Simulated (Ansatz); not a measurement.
## LiTlSe2 (ordering on zincblende): G0W0 against its settings

LiTlSe2, ordered on the zincblende lattice (P-4m2) with 4 atoms a cell, relaxed with r2SCAN; one-shot G0W0 in Ansatz without spin-orbit coupling. Spin-unpolarised throughout. Whether this structure exists isn't addressed.

```cif
data_structure
_symmetry_space_group_name_H-M 'P-4m2'
_symmetry_Int_Tables_number 115
_cell_length_a 4.2639
_cell_length_b 4.2639
_cell_length_c 5.9802
_cell_angle_alpha 90.000
_cell_angle_beta 90.000
_cell_angle_gamma 90.000
_cell_volume 108.73
loop_
_atom_site_label
_atom_site_type_symbol
_atom_site_symmetry_multiplicity
_atom_site_Wyckoff_symbol
_atom_site_fract_x
_atom_site_fract_y
_atom_site_fract_z
_atom_site_occupancy
Li1 Li 1 a 0.00000 0.00000 0.00000 1
Se1 Se 2 g 0.00000 0.50000 0.22921 1
Tl1 Tl 1 c 0.50000 0.50000 0.50000 1
```

Gaps are read over the mesh points alone. G0W0 here is at a finite number of bands, screening cutoff and k mesh, not at the basis limit.
```csv
start,potentials,frequency model,mesh,empty bands,screening cutoff (eV),Kohn-Sham gap (eV),G0W0 gap (eV),rough cost
PBE,PAW,contour deformation,4×4×2,176,80,0.43,0.92,110 core-seconds
PBE,PAW,contour deformation,4×4×2,408,140,0.43,0.91,13 core-minutes
PBE,PAW,contour deformation,4×4×2,751,210,0.43,0.90,40 core-minutes
HSE06,PAW,contour deformation,4×4×2,408,140,1.17,1.45,19 core-minutes
r2SCAN,PAW,contour deformation,4×4×2,408,140,0.70,1.16,15 core-minutes
PBE,PAW,Godby-Needs pole,4×4×2,408,140,0.43,1.04,10 core-minutes
PBE,PAW,contour deformation,4×4×4,176,80,0.43,0.96,5 core-minutes
PBE,norm-conserving,contour deformation,4×4×2,408,140,0.43,0.93,24 core-minutes
```

The quasiparticle gap on this mesh is 0.90 eV (direct at Γ), against 0.43 eV from PBE: +0.47 eV. Renormalisation factors Z lie between 0.64 and 0.72.

Raising bands and cutoff together moves the gap by -0.01 eV (80 to 140 eV), then -0.01 eV (140 to 210 eV); the last step is small, which bounds nothing strictly. Starting from HSE06 (1.17 eV against PBE's 0.43 eV) gives 1.45 eV, +0.54 eV from G0W0@PBE at the same screening cutoff. Starting from r2SCAN (0.70 eV against PBE's 0.43 eV) gives 1.16 eV, +0.25 eV from G0W0@PBE at the same screening cutoff. The Godby-Needs plasmon pole differs from contour deformation by +0.13 eV. A 4×4×4 mesh in place of 4×4×2 changes the opening over PBE by +0.04 eV (the gap on the mesh by +0.04 eV). Norm-conserving potentials (wave cutoff 1170 eV against 420 eV) shift the quasiparticle gap by +0.02 eV and the PBE gap by 0.00 eV. On these meshes the dielectric constant comes out too large, which adds an error that these runs don't bound. r2SCAN runs take a wave cutoff of 500 eV.

With a shallow d shell on the cation, G0W0 converges slowly in bands and cutoff, so these values are in doubt.
